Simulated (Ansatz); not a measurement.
Starting cell, GaSb (zinc blende):

```
CELL_PARAMETERS angstrom
      0.00000     6.21351     6.21351
      3.10675     0.00000     3.10675
      3.10675     3.10675     0.00000
ATOMIC_POSITIONS crystal
  Sb 0.37500 0.75000 0.75000
  Sb 0.87500 0.75000 0.75000
  Ga 0.00000 0.00000 0.00000
  Ga 0.50000 0.00000 0.00000
```

In each cell atom 2 (Sb, nearest neighbour Ga at 2.691 Å; its periodic images, 4.4 Å or more away, move with it) moves by s·(1.000, 0.000, 0.000) (along Cartesian x), the rest being held.

These are PBE (plane waves to 420 eV, PAW, scalar-relativistic; Ansatz, a quantum-chemistry and plane-wave program) values and carry that method's errors. k mesh 11×11×11 (Γ-centred), Fermi-Dirac smearing 0.05 eV. Energies are smeared free energies. Compression counts positive. With partly filled bands, energies and forces of such displacements shift with the k mesh and the smearing. F∥ is the force on the atom along that direction. F⊥ is the part of the force across the line. At this level the bands of GaSb touch or barely overlap; measurements give the solid a gap. GaSb was relaxed with its symmetry unable to fall. Spin-orbit coupling is left out, though Sb is heavy. ΔE is measured from the undisplaced structure.

```json
[
 {"s (Å)": "-0.810", "ΔE (meV/cell)": "2071", "P (GPa)": "5.4", "|F⊥| (eV/Å)": "0.391", "F∥ (eV/Å)": "4.073"},
 {"s (Å)": "-0.648", "ΔE (meV/cell)": "1427", "P (GPa)": "3.7", "|F⊥| (eV/Å)": "0.357", "F∥ (eV/Å)": "3.829"},
 {"s (Å)": "-0.486", "ΔE (meV/cell)": "849", "P (GPa)": "2.2", "|F⊥| (eV/Å)": "0.286", "F∥ (eV/Å)": "3.248"},
 {"s (Å)": "-0.324", "ΔE (meV/cell)": "392", "P (GPa)": "1.0", "|F⊥| (eV/Å)": "0.182", "F∥ (eV/Å)": "2.344"},
 {"s (Å)": "-0.162", "ΔE (meV/cell)": "100", "P (GPa)": "0.3", "|F⊥| (eV/Å)": "0.087", "F∥ (eV/Å)": "1.230"},
 {"s (Å)": "0.000", "ΔE (meV/cell)": "0", "P (GPa)": "0.0", "|F⊥| (eV/Å)": "0.002", "F∥ (eV/Å)": "-0.001"},
 {"s (Å)": "0.162", "ΔE (meV/cell)": "101", "P (GPa)": "0.3", "|F⊥| (eV/Å)": "0.085", "F∥ (eV/Å)": "-1.229"},
 {"s (Å)": "0.324", "ΔE (meV/cell)": "391", "P (GPa)": "1.1", "|F⊥| (eV/Å)": "0.167", "F∥ (eV/Å)": "-2.324"},
 {"s (Å)": "0.486", "ΔE (meV/cell)": "842", "P (GPa)": "2.3", "|F⊥| (eV/Å)": "0.263", "F∥ (eV/Å)": "-3.206"},
 {"s (Å)": "0.648", "ΔE (meV/cell)": "1414", "P (GPa)": "3.8", "|F⊥| (eV/Å)": "0.371", "F∥ (eV/Å)": "-3.788"},
 {"s (Å)": "0.810", "ΔE (meV/cell)": "2049", "P (GPa)": "5.6", "|F⊥| (eV/Å)": "0.501", "F∥ (eV/Å)": "-3.997"}
]
```

Key numbers:

```
Property                                                                                                                                               Value
--------------------------------------------------------  --------------------------------------------------------------------------------------------------
Energy at s = 0.810 Å                                                                                                                          2049 meV/cell
Force along the line at s = -0.810 Å                                                                                                               4.07 eV/Å
Shape of the curve                                                                            a single well with its minimum at or next to zero displacement
Force constant k = d²E/ds² at s = 0 (finite differences)                                                                                          7.72 eV/Å²
Harmonic estimate at the end of the scan                  ½ks² = 2532 meV/cell against the computed 2049 meV/cell, so the well is softer than harmonic there
```

(For displaced atoms, the force is minus the slope of the energy, and its curvature is a force constant, which sets phonon frequencies.)
